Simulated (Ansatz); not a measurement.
Relaxation of a randomly generated symmetric cell of Te (space group No. 139); 3 atoms in the cell, which starts as I4/mmm (No. 139), tI6; a = b = 5.0894 Å, c = 8.1093 Å, α = β = γ = 90.00°. These are PBE (plane waves to 420 eV, PAW, scalar-relativistic; Ansatz, an electronic-structure program) values and carry that method's errors. Γ-centred k-mesh 7×7×7 on the run's cell (coarser than for final values), Fermi–Dirac smearing 0.05 eV. This is the first round of the run. 

The optimiser's lines from the output (shortened; P is positive under compression):

```
relax step   1: F+E_penalty+E_count = -20938.66887308 eV  Δ(F+E_penalty+E_count) = +0.000e0 eV  max|allowed force component| = 2.891e-18 eV/Å  Δτ_max = 0.0000 Å  P = -0.398 GPa  Ω = 105.024 Å³  (6 SCF iters, dr2 threshold 1.00e-7 eV, accepted)
relax step   2: F+E_penalty+E_count = -20938.67491253 eV  Δ(F+E_penalty+E_count) = -6.039e-3 eV  max|allowed force component| = 1.735e-18 eV/Å  Δτ_max = 0.0000 Å  P = +0.048 GPa  Ω = 103.841 Å³  (4 SCF iters, dr2 threshold 3.00e-7 eV, accepted)
relax step   3: F+E_penalty+E_count = -20938.68931225 eV  Δ(F+E_penalty+E_count) = -1.440e-2 eV  max|allowed force component| = 3.469e-18 eV/Å  Δτ_max = 0.0000 Å  P = +0.543 GPa  Ω = 102.593 Å³  (6 SCF iters, dr2 threshold 3.00e-7 eV, accepted)
relax step   4: F+E_penalty+E_count = -20938.70678323 eV  Δ(F+E_penalty+E_count) = -1.747e-2 eV  max|allowed force component| = 4.048e-18 eV/Å  Δτ_max = 0.0000 Å  P = +0.384 GPa  Ω = 102.810 Å³  (6 SCF iters, dr2 threshold 3.00e-7 eV, accepted)
relax step   5: F+E_penalty+E_count = -20938.73453807 eV  Δ(F+E_penalty+E_count) = -2.775e-2 eV  max|allowed force component| = 2.024e-18 eV/Å  Δτ_max = 0.0000 Å  P = +0.430 GPa  Ω = 102.470 Å³  (6 SCF iters, dr2 threshold 3.00e-7 eV, accepted)
relax step   6: F+E_penalty+E_count = -20938.77186553 eV  Δ(F+E_penalty+E_count) = -3.733e-2 eV  max|allowed force component| = 5.782e-19 eV/Å  Δτ_max = 0.0000 Å  P = +0.204 GPa  Ω = 102.260 Å³  (6 SCF iters, dr2 threshold 3.00e-7 eV, accepted)
relax step   7: F+E_penalty+E_count = -20938.77620784 eV  Δ(F+E_penalty+E_count) = -4.342e-3 eV  max|allowed force component| = 4.879e-19 eV/Å  Δτ_max = 0.0000 Å  P = +0.018 GPa  Ω = 101.546 Å³  (5 SCF iters, dr2 threshold 3.00e-7 eV, accepted)
relax step   8: F+E_penalty+E_count = -20938.78096756 eV  Δ(F+E_penalty+E_count) = -4.760e-3 eV  max|allowed force component| = 1.156e-18 eV/Å  Δτ_max = 0.0000 Å  P = -0.024 GPa  Ω = 102.298 Å³  (5 SCF iters, dr2 threshold 3.00e-7 eV, accepted)
relax step   9: F+E_penalty+E_count = -20938.78188936 eV  Δ(F+E_penalty+E_count) = -9.218e-4 eV  max|allowed force component| = 7.589e-19 eV/Å  Δτ_max = 0.0000 Å  P = +0.001 GPa  Ω = 102.075 Å³  (5 SCF iters, dr2 threshold 1.23e-7 eV, accepted)
relax step  10: F+E_penalty+E_count = -20938.78190584 eV  Δ(F+E_penalty+E_count) = -1.648e-5 eV  max|allowed force component| = 7.228e-19 eV/Å  Δτ_max = 0.0000 Å  P = -0.000 GPa  Ω = 102.054 Å³  (5 SCF iters, dr2 threshold 2.93e-9 eV, accepted)
relax step  11: F+E_penalty+E_count = -20938.80765425 eV  Δ(F+E_penalty+E_count) = -2.575e-2 eV  max|allowed force component| = 5.782e-19 eV/Å  Δτ_max = 0.0000 Å  P = +0.458 GPa  Ω = 102.054 Å³  stress off target by 1.30e0 GPa  SCF on the basis re-selected at this cell (its energy is not comparable with the rows above)  (8 SCF iters)
relax step  12: F+E_penalty+E_count = -20938.81872122 eV  Δ(F+E_penalty+E_count) = -1.107e-2 eV  max|allowed force component| = 3.253e-19 eV/Å  Δτ_max = 0.0000 Å  P = +0.027 GPa  Ω = 103.046 Å³  (5 SCF iters, dr2 threshold 3.00e-7 eV, accepted)
relax step  13: F+E_penalty+E_count = -20938.81779411 eV  Δ(F+E_penalty+E_count) = +9.271e-4 eV  max|allowed force component| = 1.156e-18 eV/Å  Δτ_max = 0.0000 Å  P = +0.498 GPa  Ω = 102.030 Å³  (5 SCF iters, dr2 threshold 3.00e-7 eV, rejected (line search))
relax step  14: F+E_penalty+E_count = -20938.82064359 eV  Δ(F+E_penalty+E_count) = -1.922e-3 eV  max|allowed force component| = 2.891e-19 eV/Å  Δτ_max = 0.0000 Å  P = -0.016 GPa  Ω = 103.164 Å³  (8 SCF iters, accepted)
relax step  15: F+E_penalty+E_count = -20938.82082972 eV  Δ(F+E_penalty+E_count) = -1.861e-4 eV  max|allowed force component| = 5.782e-19 eV/Å  Δτ_max = 0.0000 Å  P = -0.003 GPa  Ω = 103.146 Å³  (5 SCF iters, dr2 threshold 2.63e-8 eV, accepted)
relax step  16: F+E_penalty+E_count = -20938.82100206 eV  Δ(F+E_penalty+E_count) = -1.723e-4 eV  max|allowed force component| = 1.012e-18 eV/Å  Δτ_max = 0.0000 Å  P = -0.004 GPa  Ω = 103.146 Å³  stress off target by 5.94e-3 GPa  SCF on the basis re-selected at this cell (its energy is not comparable with the rows above)  (7 SCF iters)
```

From the first to the last row the energy changes by -0.05 eV/atom and the volume by -1.8 %. The last row is marked as not comparable with the walk above it, whose basis was carried along; it does compare with step 1, since both stand on a basis selected at the nominal cutoff for their own cell.

Energy and pressure jump between steps 10 and 11 at one geometry, where the plane-wave basis was selected anew. While the cell walks, the set of plane waves is carried along, so its effective cutoff drifts with the strain; re-selecting it at 420 eV moved the energy by -0.009 eV/atom and the pressure by 0.5 GPa. Only step 1 and rows on a re-selected basis compare with each other.

Step 13 was rejected by the optimiser.

Later rounds, restarted from the end of this one on a renewed k-mesh, logged 5 more steps and released under 0.01 eV/atom more. The final structure after all rounds: I4/mmm (No. 139), tI6; a = 4.4957 Å, b = 4.4957 Å, c = 10.2037 Å, α = 90.00°, β = 90.00°, γ = 90.00°. Between re-selections the logged energies stand on a plane-wave basis carried along with the cell. No spin polarisation in the result.

The run could not lose the symmetry of its start: the end is stationary, and may be a saddle point rather than a minimum.

All atoms sit on sites fixed by symmetry, so only the cell could relax.

The relaxed structure here is a generated cell of Te: the first start was made by a random draw of sites in a space group, and the end was not matched to a known phase here, so it may be hypothetical. Known forms of Te include space group No. 152.
